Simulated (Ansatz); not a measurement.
# Guessed and relaxed cells of GeN2

The guess for GeN2 was made by a generator: species swapped into a sheet modelled on a layer of NiO2, with Ge on the Ni sites and N on the O sites. Its size is a rough estimate.

This is a two-dimensional sheet: the third axis spans vacuum and isn't periodic. Symmetry isn't written into the files.

POSCAR.start

```
Ge N
1.0
     2.97921    0.00000    0.00000
    -1.41868    2.62799    0.00000
     0.00000    0.00000   17.00000
Ge N
1 2
Direct
  0.00000 0.00000 0.50000
  0.64177 0.28514 0.43821
  0.35823 0.71486 0.56179
```

Level of theory: DFT PBE, scalar-relativistic, plane waves, PAW in Ansatz. Cutoff 420 eV, Gaussian smearing, Γ-centred meshes. In-plane cell and atoms relax first on a coarse mesh and then on a converged one. The steps can't lower the symmetry of their start. No spin polarisation.

POSCAR.end

```
Ge N
1.0
     3.77426   -0.06047    0.00000
    -1.85069    2.30467    0.00000
     0.00000    0.00000   28.00193
Ge N
1 2
Direct
  0.00000 0.00000 0.30355
  0.59705 0.19411 0.27909
  0.40295 0.80589 0.32801
```

The symmetry goes from p-1 (No. 2) to c2/m11 (No. 18). The area per atom grows by 9.7 %, from 2.6 to 2.9 Å². The shortest distance goes from 1.96 Å (Ge–N) to 1.63 Å (N–N). The energy falls by about 0.42 eV/atom (the start's value is from the coarse mesh). The program sets the height of the box itself, so the height of the cell differs between start and end.

| Item | Value |
| --- | --- |
| Layer group | c2/m11 (No. 18) |
| In-plane cell | a = 3.775 Å, b = 2.956 Å, γ = 129.7° |
| Area per atom | 2.86 Å² |
| Thickness between the outermost nuclei | 1.37 Å |
| Energy over the elements | +1.114 eV/atom |
| Gap on the 12×12×1 mesh of the 3-atom cell | 1.65 eV |

The zero of energy is the elements' standard structures at the same level (N₂ as a molecule); no fitted shifts are applied. It can't be a ground state, since the elements alone are lower.

The last run used Gaussian smearing of 0.02 eV. Kohn–Sham gaps at this level usually fall short of measured ones. A later test with randomly moved atoms came back to the same energy, though modes that don't fit the test's cell weren't probed. In all, the 3 runs took 4.7 min on 1 thread of Arm Neoverse V1, with other jobs on the host.
